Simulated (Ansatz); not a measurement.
MgZn3Te4: rattling a relaxed structure

It was reached by relaxing an invented guess, and it needn't be the stable form of this composition.

All numbers below come from DFT PBE, scalar-relativistic, plane waves, PAW (Ansatz). Plane waves to 420 eV, a k mesh through Γ of 6×6×4 on the computed 8-atom cell and Gaussian smearing (0.02 eV); no spin polarisation.

The cell below (8 atoms, space group P-4m2 (No. 115)) is relaxed within its symmetry.

```
Mg Zn Te
1.0
     4.42348    0.00000    0.00000
     0.00000    4.42348    0.00000
     0.00000    0.00000   12.56381
Mg Zn Te
1 3 4
Direct
  0.50000 0.50000 0.00000
  0.00000 0.00000 0.74242
  0.50000 0.50000 0.50000
  0.00000 0.00000 0.25758
  0.50000 0.00000 0.37888
  0.00000 0.50000 0.13616
  0.50000 0.00000 0.86384
  0.00000 0.50000 0.62112
```

For the test it was strained at random (σ = 1.5 % a component), the atoms were moved at random (σ = 0.15 Å), and all was relaxed again on a coarse 4×4×1 mesh (in the run’s order of axes) with 0.10 eV smearing, with no symmetry imposed.

Spin–orbit coupling, which can matter for Te, is left out.

Question: Does it come back?

Answer: It returns, within 1 meV/atom of the unmoved cell on that mesh and with the same symmetry when read at 0.1 Å. No instability shows in this cell; modes of other wave vectors, which need another repeat, aren't tested.
